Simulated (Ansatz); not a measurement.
# Na2ICl, a known structure type with other elements, at an estimated volume

```xyz
8
Lattice="7.1691 0.0000 0.0000 0.0000 4.3965 0.0000 0.0000 0.0000 7.4126" Properties=species:S:1:pos:R:3 pbc="T T T"
Na    3.8213    0.0000    5.5123
Na    7.1565    2.1983    5.6065
Na    3.8213    0.0000    1.9005
Na    7.1565    2.1983    1.8062
I     1.2464    0.0000    3.7063
I     2.5594    2.1983    0.0000
Cl    4.8815    2.1983    3.7063
Cl    6.0989    0.0000    0.0000
```

The numbers come from plane-wave PAW DFT (Ansatz): PBE, no spin polarisation, 420 eV, 4×6×4 Γ-centred k points, fermi-dirac occupations (width 0.1 eV). Nothing was relaxed.

(1) Is it stable against the elements?

(2) Metal or insulator? Give the gap.

(3) Give the Bader charges.

(4) What is the character of the valence top and the conduction bottom?

(5) Describe some of the short contacts.

Origin: a known structure type with other elements, at an estimated volume, so it need not be a known compound. Caveats: no spin-orbit coupling, which can shift this gap by tenths of an eV.

## Answers

(1) -1.51 eV an atom against the elements' usual phases (free molecules for gases, crystals otherwise, with no correction for O₂ or N₂), so it is bound against them; other compounds may still compete. Relaxing would lower it.

(2) The gap is 3.53 eV, direct at the points sampled.

(3) Bader charges in e: Na +0.86, I -0.83, Cl -0.90. In the mean Na gives up most and Cl takes most.

(4) Within 0.7 eV of the edges, the states project mainly on I p (89 %) below the gap and on Na s (73 %) above it.

(5) Na–Cl at 2.96 Å: least valence density 0.06 e/Å³ and ELF 0.02 there, a closed-shell (ionic or weak) contact. Na–I at 3.14 Å: least valence density 0.07 e/Å³ and ELF 0.02 there, a closed-shell (ionic or weak) contact. Both are smooth PAW fields, read partly inside the augmentation spheres.
